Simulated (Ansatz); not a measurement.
Rh (fcc, Cu type)

```yaml
crystal:
  lattice:
    - [0.00000, 1.91513, 1.91513]
    - [1.91513, 0.00000, 1.91513]
    - [1.91513, 1.91513, 0.00000]
  atoms:
    - { symbol: Rh, position: [0.00000, 0.00000, 0.00000] }
```

These are PBE (plane waves to 420 eV, PAW, scalar-relativistic; Ansatz, a first-principles code) values and carry that method's errors. Harmonic phonons by density-functional perturbation theory on a 22×22×22 k mesh, in cm⁻¹ and rounded to 5; i marks imaginary ones, q is in fractions of the reciprocal vectors of the cell shown, and the three acoustic modes at Γ are left out. Rh is run without spin polarisation. Rh was relaxed with its symmetry unable to fall. The PAW data are Ansatz's earlier set.

Question: Is the structure dynamically stable at L = (0.5, 0.0, 0.0), X = (0.5, 0.5, 0.0)?

Answer: No imaginary mode at these points (lowest 135 cm⁻¹ at L = (0.5, 0.0, 0.0)); other wave vectors were not tested.

Question: List the wavenumbers at L = (0.5, 0.0, 0.0), X = (0.5, 0.5, 0.0), with degeneracies.

Answer: 
| q | wavenumbers (cm⁻¹) |
|---|---|
| L = (0.5, 0.0, 0.0) | 135 (×2), 235 |
| X = (0.5, 0.5, 0.0) | 180 (×2), 225 |
